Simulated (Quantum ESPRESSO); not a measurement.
# Computed records: Ga3SiCN3 (made-up cell)

Calculation on a made-up crystal cell, not a measurement, run twice, once with a planted mistake found by running each candidate: periodic Kohn-Sham density functional theory in plane waves with PseudoDojo standard norm-conserving scalar-relativistic pseudopotentials, each functional with its own files (v0.5 for PBE, v0.4.1 for LDA and PBEsol), no spin polarisation, no spin-orbit coupling, atoms not relaxed, stress positive in tension, energies less a fixed whole-eV offset for each atom's element; levels are Kohn-Sham levels at fractions of this cell's reciprocal vectors, counted from the reference band (half the neutral cell's valence electrons, rounded up) at Gamma; error bars cover cutoff and k-mesh only, not smearing or the files; a charged cell sits in a uniform background, with energy and stress on this program's zero of potential; each bar is the largest change over components, and at least 0.002 eV, 0.002 eV per angstrom or 0.02 GPa; energies are for the whole cell, and the offsets were chosen from early runs and are not element reference energies; a distance is the largest change of any value in units of its error bar, a scale change is of lengths, and a coarse mesh keeps the half-step shift. Program: Quantum ESPRESSO 7.5.

Common to all runs: lattice type wurtzite; intended functional pbe; intended cutoff 1143 eV; intended fermi dirac smearing 0.025 eV; intended scf tolerance 1e-07 eV; intended electrons removed 0; healthy free energy less offsets -3.857 eV; healthy smearing term minus ts 0 eV; healthy scf iterations 13; healthy pressure -16.09 GPa; healthy stress xx 15.5 GPa; healthy stress yy 15.02 GPa; healthy stress zz 17.74 GPa; healthy stress yz -0.75 GPa; healthy stress xz 0.43 GPa; healthy stress xy 0.34 GPa; healthy reference band 31; faulty reference band 31; candidate k points along each vector 2; candidate cutoff 633 eV; candidate smearing 0.71 eV; candidate functional lda; candidate scf tolerance 0.4 eV; candidate electrons removed -1; candidate scale change -1.58 percent; candidate first exchanged site 1; candidate second exchanged site 5; intended k mesh 5 x 4 x 4, shifted by half a step; structure shown as intended, without the mistake.

(1) Ga3SiCN3 (made-up cell)

Intended structure:
```
CELL_PARAMETERS angstrom
3.29950 0.00290 0.00540
0.00510 5.71980 -0.01430
0.00880 -0.01350 5.42220
ATOMIC_POSITIONS crystal
Ga 0.00211 0.99949 0.99291
Ga 0.49752 0.50848 0.00417
Si 0.49993 0.16315 0.50570
Ga 0.01027 0.66640 0.50269
C 0.99394 0.00766 0.36923
N 0.49428 0.49371 0.37590
N 0.48527 0.18118 0.87702
N 0.00456 0.66944 0.87925
```

* faulty free energy less offsets: -4.185 eV
* faulty smearing term minus ts: -1.405 eV
* faulty scf iterations: 12
* faulty pressure: -14.07 GPa
* faulty stress xx: 13.66 GPa
* faulty stress yy: 13.23 GPa
* faulty stress zz: 15.31 GPa
* faulty stress yz: -0.73 GPa
* faulty stress xz: 0.45 GPa
* faulty stress xy: 0.38 GPa
* faulty fermi level: 1.517 eV
* fault kind: wide smearing
* other mistakes run: 7
* distance from healthy: 137.3 error bars
* distance from nearest other mistake: 137.3 error bars
* healthy error bar energy: 0.01023 eV
* healthy error bar stress: 0.0624 GPa
* healthy error bar force: 0.009099 eV/Å
* healthy error bar next band up: 0.002094 eV

Atoms:
| atoms element | atom site | atom energy offset (eV) |
| --- | --- | --- |
| Ga | 1 | -2080 |
| Ga | 2 | -2080 |
| Si | 3 | -115 |
| Ga | 4 | -2080 |
| C | 5 | -163 |
| N | 6 | -283 |
| N | 7 | -283 |
| N | 8 | -283 |

Healthy forces:
| site | x (eV/Å) | y (eV/Å) | z (eV/Å) |
| --- | --- | --- | --- |
| 1 | -0.342 | 0.517 | 0.413 |
| 2 | 0.152 | -0.133 | -0.008 |
| 3 | -0.312 | 0.623 | -0.65 |
| 4 | -0.439 | 0.292 | -0.163 |
| 5 | 0.211 | 0.989 | 1.98 |
| 6 | 0.428 | -1.511 | 1.055 |
| 7 | 0.534 | -0.624 | -2.456 |
| 8 | -0.233 | -0.152 | -0.171 |

Healthy levels:
| level k point | next band up (eV) |
| --- | --- |
| Gamma | 1.413 |
| (1/2,1/2,1/2) | 2.907 |
| (0.15,0,0) | 2.451 |
| (0,0.15,0) | 1.893 |
| (0,0,0.15) | 2 |

Faulty forces:
| site | x (eV/Å) | y (eV/Å) | z (eV/Å) |
| --- | --- | --- | --- |
| 1 | -0.335 | 0.472 | 0.331 |
| 2 | 0.156 | -0.097 | -0.036 |
| 3 | -0.288 | 0.63 | -0.494 |
| 4 | -0.425 | 0.218 | -0.076 |
| 5 | 0.196 | 0.989 | 1.841 |
| 6 | 0.413 | -1.47 | 0.971 |
| 7 | 0.511 | -0.613 | -2.328 |
| 8 | -0.228 | -0.129 | -0.209 |

Faulty levels:
| level k point | next band up (eV) |
| --- | --- |
| Gamma | 1.459 |
| (1/2,1/2,1/2) | 2.946 |
| (0.15,0,0) | 2.495 |
| (0,0.15,0) | 1.938 |
| (0,0,0.15) | 2.044 |

Candidate mistake: coarse kmesh, low cutoff, wide smearing, wrong functional, loose scf, wrong charge, cell scaled, atoms exchanged

(2) Ga3SiCN3 (made-up cell)

Structure as in entry 1.

- faulty free energy less offsets: -3.822 eV
- faulty smearing term minus ts: 0 eV
- faulty scf iterations: 4
- faulty pressure: -14.83 GPa
- faulty stress xx: 13.74 GPa
- faulty stress yy: 14 GPa
- faulty stress zz: 16.74 GPa
- faulty stress yz: -0.85 GPa
- faulty stress xz: 0.36 GPa
- faulty stress xy: 0.32 GPa
- fault kind: loose scf
- other mistakes run: 7
- distance from healthy: 101.3 error bars
- distance from nearest other mistake: 113.8 error bars
- healthy error bar energy: 0.01023 eV
- healthy error bar stress: 0.0624 GPa
- healthy error bar force: 0.009099 eV/Å
- healthy error bar next band up: 0.002094 eV

Atoms:
| atoms element | atom site | atom energy offset (eV) |
| --- | --- | --- |
| Ga | 1 | -2080 |
| Ga | 2 | -2080 |
| Si | 3 | -115 |
| Ga | 4 | -2080 |
| C | 5 | -163 |
| N | 6 | -283 |
| N | 7 | -283 |
| N | 8 | -283 |

Healthy forces:
| site | x (eV/Å) | y (eV/Å) | z (eV/Å) |
| --- | --- | --- | --- |
| 1 | -0.342 | 0.517 | 0.413 |
| 2 | 0.152 | -0.133 | -0.008 |
| 3 | -0.312 | 0.623 | -0.65 |
| 4 | -0.439 | 0.292 | -0.163 |
| 5 | 0.211 | 0.989 | 1.98 |
| 6 | 0.428 | -1.511 | 1.055 |
| 7 | 0.534 | -0.624 | -2.456 |
| 8 | -0.233 | -0.152 | -0.171 |

Healthy levels:
| level k point | next band up (eV) |
| --- | --- |
| Gamma | 1.413 |
| (1/2,1/2,1/2) | 2.907 |
| (0.15,0,0) | 2.451 |
| (0,0.15,0) | 1.893 |
| (0,0,0.15) | 2 |

Faulty forces:
| site | x (eV/Å) | y (eV/Å) | z (eV/Å) |
| --- | --- | --- | --- |
| 1 | -0.322 | 0.453 | 0.407 |
| 2 | 0.154 | -0.075 | -0.072 |
| 3 | -0.305 | 0.68 | -0.642 |
| 4 | -0.421 | 0.136 | -0.205 |
| 5 | 0.199 | 1.026 | 2.032 |
| 6 | 0.427 | -1.504 | 1.157 |
| 7 | 0.514 | -0.675 | -2.484 |
| 8 | -0.246 | -0.041 | -0.194 |

Faulty levels:
| level k point | next band up (eV) |
| --- | --- |
| Gamma | 1.205 |
| (1/2,1/2,1/2) | 2.704 |
| (0.15,0,0) | 2.239 |
| (0,0.15,0) | 1.691 |
| (0,0,0.15) | 1.804 |

Candidate mistake: coarse kmesh, low cutoff, wide smearing, wrong functional, loose scf, wrong charge, cell scaled, atoms exchanged

(3) Ga3SiCN3 (made-up cell)

Structure as in entry 1.

- faulty free energy less offsets: -4.254 eV
- faulty smearing term minus ts: 0 eV
- faulty scf iterations: 13
- faulty pressure: -10.37 GPa
- faulty stress xx: 9.75 GPa
- faulty stress yy: 9.16 GPa
- faulty stress zz: 12.19 GPa
- faulty stress yz: -0.95 GPa
- faulty stress xz: 0.63 GPa
- faulty stress xy: 0.48 GPa
- fault kind: cell scaled
- other mistakes run: 7
- distance from healthy: 158 error bars
- distance from nearest other mistake: 137.3 error bars
- healthy error bar energy: 0.01023 eV
- healthy error bar stress: 0.0624 GPa
- healthy error bar force: 0.009099 eV/Å
- healthy error bar next band up: 0.002094 eV

Atoms:
| atoms element | atom site | atom energy offset (eV) |
| --- | --- | --- |
| Ga | 1 | -2080 |
| Ga | 2 | -2080 |
| Si | 3 | -115 |
| Ga | 4 | -2080 |
| C | 5 | -163 |
| N | 6 | -283 |
| N | 7 | -283 |
| N | 8 | -283 |

Healthy forces:
| site | x (eV/Å) | y (eV/Å) | z (eV/Å) |
| --- | --- | --- | --- |
| 1 | -0.342 | 0.517 | 0.413 |
| 2 | 0.152 | -0.133 | -0.008 |
| 3 | -0.312 | 0.623 | -0.65 |
| 4 | -0.439 | 0.292 | -0.163 |
| 5 | 0.211 | 0.989 | 1.98 |
| 6 | 0.428 | -1.511 | 1.055 |
| 7 | 0.534 | -0.624 | -2.456 |
| 8 | -0.233 | -0.152 | -0.171 |

Healthy levels:
| level k point | next band up (eV) |
| --- | --- |
| Gamma | 1.413 |
| (1/2,1/2,1/2) | 2.907 |
| (0.15,0,0) | 2.451 |
| (0,0.15,0) | 1.893 |
| (0,0,0.15) | 2 |

Faulty forces:
| site | x (eV/Å) | y (eV/Å) | z (eV/Å) |
| --- | --- | --- | --- |
| 1 | -0.416 | 0.582 | 0.427 |
| 2 | 0.203 | -0.111 | 0.026 |
| 3 | -0.339 | 0.658 | -0.651 |
| 4 | -0.518 | 0.333 | -0.163 |
| 5 | 0.232 | 1.071 | 2.111 |
| 6 | 0.509 | -1.67 | 1.141 |
| 7 | 0.606 | -0.664 | -2.665 |
| 8 | -0.278 | -0.198 | -0.226 |

Faulty levels:
| level k point | next band up (eV) |
| --- | --- |
| Gamma | 1.744 |
| (1/2,1/2,1/2) | 3.024 |
| (0.15,0,0) | 2.748 |
| (0,0.15,0) | 2.19 |
| (0,0,0.15) | 2.294 |

Candidate mistake: coarse kmesh, low cutoff, wide smearing, wrong functional, loose scf, wrong charge, cell scaled, atoms exchanged

(4) Ga3SiCN3 (made-up cell)

Structure as in entry 1.

* faulty free energy less offsets: 6.041 eV
* faulty smearing term minus ts: -0.005 eV
* faulty scf iterations: 13
* faulty pressure: 5.21 GPa
* faulty stress xx: -16.5 GPa
* faulty stress yy: -5.46 GPa
* faulty stress zz: 6.34 GPa
* faulty stress yz: -2.18 GPa
* faulty stress xz: -0.03 GPa
* faulty stress xy: 3.61 GPa
* faulty fermi level: -0.132 eV
* fault kind: atoms exchanged
* other mistakes run: 7
* distance from healthy: 1384 error bars
* distance from nearest other mistake: 1287 error bars
* healthy error bar energy: 0.01023 eV
* healthy error bar stress: 0.0624 GPa
* healthy error bar force: 0.009099 eV/Å
* healthy error bar next band up: 0.002094 eV

Atoms:
| atoms element | atom site | atom energy offset (eV) |
| --- | --- | --- |
| Ga | 1 | -2080 |
| Ga | 2 | -2080 |
| Si | 3 | -115 |
| Ga | 4 | -2080 |
| C | 5 | -163 |
| N | 6 | -283 |
| N | 7 | -283 |
| N | 8 | -283 |

Healthy forces:
| site | x (eV/Å) | y (eV/Å) | z (eV/Å) |
| --- | --- | --- | --- |
| 1 | -0.342 | 0.517 | 0.413 |
| 2 | 0.152 | -0.133 | -0.008 |
| 3 | -0.312 | 0.623 | -0.65 |
| 4 | -0.439 | 0.292 | -0.163 |
| 5 | 0.211 | 0.989 | 1.98 |
| 6 | 0.428 | -1.511 | 1.055 |
| 7 | 0.534 | -0.624 | -2.456 |
| 8 | -0.233 | -0.152 | -0.171 |

Healthy levels:
| level k point | next band up (eV) |
| --- | --- |
| Gamma | 1.413 |
| (1/2,1/2,1/2) | 2.907 |
| (0.15,0,0) | 2.451 |
| (0,0.15,0) | 1.893 |
| (0,0,0.15) | 2 |

Faulty forces:
| site | x (eV/Å) | y (eV/Å) | z (eV/Å) |
| --- | --- | --- | --- |
| 1 | 0.429 | -0.101 | -1.032 |
| 2 | 0.136 | 0.492 | 0.724 |
| 3 | -0.849 | 7.6 | 4.982 |
| 4 | -0.245 | -4.419 | 1.326 |
| 5 | 0.682 | -1.036 | -5.788 |
| 6 | 0.35 | -1.663 | 0.977 |
| 7 | -0.317 | -2.407 | -1.556 |
| 8 | -0.185 | 1.534 | 0.368 |

Faulty levels:
| level k point | next band up (eV) |
| --- | --- |
| Gamma | 1.106 |
| (1/2,1/2,1/2) | 0.009 |
| (0.15,0,0) | -0.123 |
| (0,0.15,0) | 1.046 |
| (0,0,0.15) | 0.926 |

Candidate mistake: coarse kmesh, low cutoff, wide smearing, wrong functional, loose scf, wrong charge, cell scaled, atoms exchanged
